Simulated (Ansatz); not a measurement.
SiBCN in space group P3m1 (No. 156; B on 1b, Si on 1c, C on 1b, N on 1c) under volume change, DFT-PBEsol in the program Ansatz with PAW potentials, shape and atoms relaxed at each volume.

```csv
V (Å³/atom),E − E(relaxed) (meV/atom),P (GPa)
7.478,63.7,29.73
7.725,26.9,18.36
7.971,6.4,8.53
8.218,0.0,0.01
8.464,5.8,-7.37
8.711,22.2,-13.76
8.957,47.7,-19.29
```

Question: What does a third-order Birch–Murnaghan fit give for V₀, B₀ and B′?

Answer: V₀ = 8.22 Å³/atom, B₀ = 264 GPa, B′ = 3.8.

The start of the workflow was typed in or built on a structure type; neither database checked (COD, Materials Project) lists it. Whether it is the stable phase at ambient conditions was not checked. The PBEsol relaxation kept the symmetry of its start; whether a distortion lowers the energy is not shown. The volume moved by -19 % from the start of the relaxation.

Potentials: the earlier of the program's two PAW sets. The files were generated under PBE; for other functionals the program regenerates the frozen cores, and for LDA and PBEsol the local potential too.
